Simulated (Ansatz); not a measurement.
Space group Fm-3m (No. 225). a = 6.003 Å, b = 6.003 Å, c = 6.003 Å, α = 90.00°, β = 90.00°, γ = 90.00°
```csv
atom,site,symmetry,x,y,z
Al,8c,-43m,0.2500,0.7500,0.7500
Au,4a,m-3m,0.0000,0.0000,0.0000
```

Equation of state of this Al₂Au structure (not necessarily the ground state), with shape and atoms relaxed at each volume where symmetry leaves them free. It has no gap at any of these volumes. Method: DFT PBEsol, scalar-relativistic, plane waves, PAW in Ansatz.

Plane waves to 420 eV, a k mesh through Γ of 12×12×12 on the computed 3-atom cell and Gaussian smearing (0.10 eV); no spin polarisation.

```csv
V (Å³/atom),E − E(largest V) (meV/atom),P (GPa)
15.864,64.85,19.78
16.404,8.93,13.52
16.945,-27.54,8.23
17.486,-47.58,3.76
18.027,-53.75,0.00
18.568,-48.26,-3.17
19.108,-32.96,-5.83
19.830,0.00,-8.71
```

Fit a third-order Birch–Murnaghan equation to E(V).

V0 = 18.03 Å³/atom, B0 = 115 GPa, B0' = 4.7.

Spin-orbit coupling is left out, which matters for the bands of heavy elements.